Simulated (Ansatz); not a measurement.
Al3Ni2:
```cif
data_Al3Ni2
_chemical_formula_sum 'Al3 Ni2'
_space_group_name_H-M_alt 'P-3m1'
_space_group_IT_number 164
_space_group_name_Hall '-P 3 2"'
_cell_length_a 4.00845
_cell_length_b 4.00845
_cell_length_c 4.85775
_cell_angle_alpha 90.000
_cell_angle_beta 90.000
_cell_angle_gamma 120.000
loop_
_atom_site_label
_atom_site_type_symbol
_atom_site_symmetry_multiplicity
_atom_site_Wyckoff_symbol
_atom_site_fract_x
_atom_site_fract_y
_atom_site_fract_z
_atom_site_occupancy
Al1 Al 1 a 0.00000 0.00000 0.00000 1
Al2 Al 2 d 0.66667 0.33333 0.35171 1
Ni1 Ni 2 d 0.33333 0.66667 0.14621 1
```

Relaxed at zero pressure with r²SCAN in the plane-wave PAW code Ansatz.

Problem. The volume is raised by 6 % and shape and atoms relax at that volume. What pressure results, and how do the axes share the change?

Solution. -7.5 GPa; a 2.0 %, b 2.0 %, c 1.8 %; the energy rises by 20 meV/atom.

Problem. Give the new structure.

Solution. 
Space group P-3m1 (No. 164); a = b = 4.090 Å, c = 4.946 Å, α = β = 90.00°, γ = 120.00°

```
atom  site  symmetry       x       y       z
----  ----  --------  ------  ------  ------
Al      1a      -3m.  0.0000  0.0000  0.0000
Al      2d       3m.  0.6667  0.3333  0.3505
Ni      2d       3m.  0.3333  0.6667  0.1453
```

The phase is kept; no other phase was compared at this pressure.

The workflow started from a Materials Project entry (that database holds measured and hypothetical structures alike); the Crystallography Open Database copy checked does not list it. Whether it is the stable phase at ambient conditions was not checked. Symmetry was held in the r²SCAN relaxation; of distortions, only those at the zone centre were tested. No spin polarisation was allowed. Axis ratios of metals converge slowly with the k-mesh, so a and c are less sure than the volume.

Potentials: the later of the program's two PAW sets.
